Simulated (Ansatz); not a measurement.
The start is a generated trial cell of C in the diamond structure type. Cell shape, volume and atoms are optimised at zero target pressure with PBE (plane waves to 420 eV, PAW, scalar-relativistic; Ansatz, a quantum-chemistry and plane-wave program). First-step values are on the input's coarse k-mesh.

Ansatz input (later rounds restart from its end on a renewed k-mesh):
Ansatz 0.2 input:
```yaml
crystal:
  lattice:
    - [0, 1.785, 1.785]
    - [1.785, 0, 1.785]
    - [1.785, 1.785, 0]
  atoms:
    - { symbol: C, position: [0.5, 0.5, 0.5] }
    - { symbol: C, position: [0.75, 0.75, 0.75] }
basis: { ecutwfc: 420, ecutrho_ratio: 4, xc_grid: 2, fft_grid_basis: typed }
kpoints: { mp_grid: { grid: [11, 11, 11] } }
hamiltonian:
  xc: pbe
  dispersion: none
  pseudopotentials: { azcp: { folder: ./paw }, kind: paw }
scf: { occupations: { method: fermi_dirac, width: 0.05 } }
relax: { f_tol: 0.01, max_steps: 100, cell: { stress_tol: 0.02 } }
output: { forces: true, stress: true }
```

Task: How much energy is released per atom?

Result: Under 1 meV/atom.

Task: How do the shortest distances between atoms change?

Result: The closest pairs of elements (up to four, under 3.6 Å), start → end: C–C 1.55 → 1.55 Å.

Task: Is the relaxed structure metallic? Give its gap.

Result: 4.13 eV, indirect (valence top at Γ, conduction bottom at 71 % of the way from Γ to X) (no spin-orbit coupling).

The space group stays Fd-3m (No. 227) (the run could not lower it); the end is diamond type, with 2 atoms in the primitive cell. Final values are on a 16×16×16 k-mesh of the relaxed cell. No spin polarisation in the result.

The run could not lose the symmetry of its start.

All atoms sit on sites fixed by symmetry, so only the cell could relax.
